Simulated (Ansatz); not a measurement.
# Sb under compression and expansion

```
CELL_PARAMETERS angstrom
2.15060 1.24165 3.74400
-2.15060 1.24165 3.74400
0.00000 -2.48330 3.74400
ATOMIC_POSITIONS crystal
Sb 0.23364 0.23364 0.23364
Sb 0.76636 0.76636 0.76636
```

The cell is a measured one (Crystallography Open Database entry 9009654); the temperature and pressure of the measurement aren't taken into account, and nothing was relaxed.

Spin–orbit coupling is left out, though it moves levels of the heavy atoms by tenths of an eV or more.

Methods: DFT, LDA, all-electron LAPW, scalar-relativistic (Ansatz 0.2.0); DFT, LDA, PAW with Ansatz's default frozen-core files, scalar-relativistic (Ansatz 0.2.0).

For LAPW: a Γ-centred 12×12×12 k mesh, Fermi–Dirac smearing of 0.03 eV, basis error target 0.5 meV/atom, no spin polarisation. PAW takes a cutoff of 420 eV at this cell (files made with PBE, cores remade for this functional). The Ansatz runs share mesh, smearing and spin set-up. Plane-wave (PAW) pressures include the program's estimate of the Pulay term.

The cell above is scaled evenly, with fractional coordinates and shape held.

(1) Estimate the equilibrium volume and bulk modulus that all-electron LAPW gives for this fixed shape.

Results:

(1) V0 = 29.58 Å³/atom, B0 = 61 GPa, B0′ = 4.5, from a third-order Birch–Murnaghan fit to these pressures:
```json
{"V/V(cell)": "0.9400", "V (Å³/atom)": "28.193", "P, LAPW (GPa)": "3.25", "P, PAW (GPa)": "3.22"}
{"V/V(cell)": "0.9600", "V (Å³/atom)": "28.793", "P, LAPW (GPa)": "1.74", "P, PAW (GPa)": "1.71"}
{"V/V(cell)": "0.9800", "V (Å³/atom)": "29.393", "P, LAPW (GPa)": "0.39", "P, PAW (GPa)": "0.36"}
{"V/V(cell)": "0.9900", "V (Å³/atom)": "29.693", "P, LAPW (GPa)": "-0.23", "P, PAW (GPa)": "-0.26"}
{"V/V(cell)": "1.0000", "V (Å³/atom)": "29.993", "P, LAPW (GPa)": "-0.82", "P, PAW (GPa)": "-0.84"}
{"V/V(cell)": "1.0100", "V (Å³/atom)": "30.293", "P, LAPW (GPa)": "-1.37", "P, PAW (GPa)": "-1.40"}
{"V/V(cell)": "1.0200", "V (Å³/atom)": "30.593", "P, LAPW (GPa)": "-1.90", "P, PAW (GPa)": "-1.92"}
{"V/V(cell)": "1.0400", "V (Å³/atom)": "31.192", "P, LAPW (GPa)": "-2.86", "P, PAW (GPa)": "-2.89"}
{"V/V(cell)": "1.0600", "V (Å³/atom)": "31.792", "P, LAPW (GPa)": "-3.73", "P, PAW (GPa)": "-3.75"}
```
